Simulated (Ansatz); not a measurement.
# HfH$_{2}$: frozen-core PAW against all-electron methods

```xyz
3
Lattice="-1.7390 1.7390 2.1369 1.7390 -1.7390 2.1369 1.7390 1.7390 -2.1369" Properties=species:S:1:pos:R:3 pbc="T T T"
Hf    0.0000    0.0000    0.0000
H     0.0000    1.7390    1.0684
H     1.7390    0.0000    1.0684
```

Atom numbers follow the list: Hf1, H2, H3.

The cell comes from COD entry 2310961, which wasn't checked; take it as a given geometry. The listed cell was then made from it by scaling, straining or moving an atom.

No spin–orbit coupling, which matters for the heavy atoms here.

Methods: DFT, LDA, PAW with Ansatz's default frozen-core files, scalar-relativistic (Ansatz 0.2.0); DFT, LDA, all-electron LAPW, scalar-relativistic (Ansatz 0.2.0).

For PAW: a Γ-centred 12×12×12 k mesh, Fermi–Dirac smearing of 0.03 eV, cutoff 420 eV, no spin polarisation; the PAW files were made with PBE, and the program remakes their frozen cores for this functional. LAPW targets a basis error of 0.5 meV/atom. The Ansatz runs share mesh, smearing and spin set-up. Plane-wave (PAW) pressures include the program's estimate of the Pulay term.

Stress and pressure are positive in compression.

PAW results:

```csv
quantity,PAW
pressure (GPa),-5.88
stress xx (GPa),-5.83
stress zz (GPa),-5.99
```

Question: What does all-electron LAPW give for the same quantities?

Answer: 
```json
{"quantity": "pressure (GPa)", "LAPW": "-5.86"}
{"quantity": "stress xx (GPa)", "LAPW": "-5.80"}
{"quantity": "stress zz (GPa)", "LAPW": "-5.96"}
```
